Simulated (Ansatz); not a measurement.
BiTeI:
```yaml
crystal:
  lattice:
    - [4.30065, 0.00000, 0.00000]
    - [-2.15033, 3.72448, 0.00000]
    - [0.00000, 0.00000, 6.67712]
  atoms:
    - { symbol: Bi, position: [0.00000, 0.00000, 0.92084] }
    - { symbol: Te, position: [0.66667, 0.33333, 0.66660] }
    - { symbol: I, position: [0.33333, 0.66667, 0.23187] }
```

Relaxed with LDA. Special points in fractions of this cell's reciprocal vectors: Γ (0.000, 0.000, 0.000); M (0.500, 0.000, 0.000); K (0.333, 0.333, 0.000); A (0.000, 0.000, 0.500); L (0.500, 0.000, 0.500); H (0.333, 0.333, 0.500).

Task: List the band energies nearest the valence-band maximum at these points for LDA (plane waves, PAW; program Ansatz).

Result: In eV from the valence-band maximum; about four levels below and three above (degenerate sets whole), none deeper than 8.9 eV; points with the same levels are listed once.

| k | below | above |
|---|---|---|
| Γ | -1.50 -1.50 -1.05 -1.05 -0.92 | 1.54 2.00 2.00 |
| M | -2.98 -2.77 -0.95 -0.52 | 1.38 2.31 3.77 |
| K | -3.26 -2.64 -2.48 -1.75 | 3.42 3.76 3.86 |
| A | -1.64 -1.64 -0.75 -0.75 -0.01 | 1.01 1.63 1.63 |
| L | -2.67 -2.10 -1.65 -1.15 | 1.94 2.46 3.18 |
| H | -4.01 -1.08 -0.85 -0.53 | 1.69 2.22 2.67 |

Space group P3m1. The workflow started from a Materials Project entry (that database holds measured and hypothetical structures alike); the Crystallography Open Database files this formula in space group No. 156, but the cells were not matched. Its standing as an ambient phase is unchecked. Symmetry was held in the LDA relaxation; its stability against distortions is not shown here. A crystal of weakly bound layers computed without a dispersion correction: the cell and the soft elastic constants depend strongly on that. Scalar-relativistic: spin–orbit coupling is off unless named, which matters more the heavier the elements.

Potentials: the later of the program's two PAW sets.
